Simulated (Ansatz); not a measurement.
Level of theory: Ansatz 0.2.0, DFT PBE, scalar-relativistic, plane waves, PAW. Settings: cutoff 420 eV, Γ-centred meshes spaced at most about 0.3 Å⁻¹, and about 0.25 Å⁻¹ or finer for metals (2π included), Gaussian smearing. No spin polarisation in the final relaxations.

Temperature and zero-point effects are left out.

Compare these two cells of TaGe3, each relaxed at this level.

A.

```yaml
crystal:
  lattice:
    - [3.56608, 0.00000, 0.00000]
    - [0.00000, 3.56608, 0.00000]
    - [0.00000, 0.00000, 5.42253]
  atoms:
    - { symbol: Ta, position: [0.00000, 0.00000, 0.00000] }
    - { symbol: Ge, position: [0.50000, 0.50000, 0.24621] }
    - { symbol: Ge, position: [0.50000, 0.50000, 0.75379] }
    - { symbol: Ge, position: [0.00000, 0.00000, 0.50000] }
```

B.

```yaml
crystal:
  lattice:
    - [4.12467, 0.00000, 0.00000]
    - [0.00000, 4.12467, 0.00000]
    - [0.00000, 0.00000, 4.12467]
  atoms:
    - { symbol: Ta, position: [0.00000, 0.00000, 0.00000] }
    - { symbol: Ge, position: [0.50000, 0.50000, 0.00000] }
    - { symbol: Ge, position: [0.00000, 0.50000, 0.50000] }
    - { symbol: Ge, position: [0.50000, 0.00000, 0.50000] }
```

Question: Which is lower in energy, and by how much?

Answer: A is lower, by 0.34 eV/atom. A has space group P4/mmm (No. 123), 17.2 Å³/atom and no gap on its mesh; B has the Cu3Au (L1_2) type, space group Pm-3m (No. 221), 17.5 Å³/atom and no gap. Counting Ge atoms around Ta (those within 1.25 times the shortest such distance or 1.15 times the sum of covalent radii), A has Ta 10 and B has Ta 12. Even the lower one lies +0.05 eV/atom against the reference forms of the elements (uncorrected), so neither is stable at this level. In A, around Ta lie 10 Ge at 2.71–2.85 Å and 4 Ta at 3.57 Å; Ge on a site of symmetry 4mm is surrounded by 6 Ge at 2.67–2.87 Å and 4 Ta at 2.85 Å; around Ge on a site of symmetry 4/mmm lie 2 Ta at 2.71 Å, 8 Ge at 2.87 Å and 4 Ge at 3.57 Å. In B, around Ta lie 12 Ge at 2.92 Å; around Ge lie 4 Ta at 2.92 Å and 8 Ge at 2.92 Å. Both come from invented guesses.

Spin–orbit coupling, which can matter for Ta, is left out. Cells relaxed within their symmetry can be saddle points.
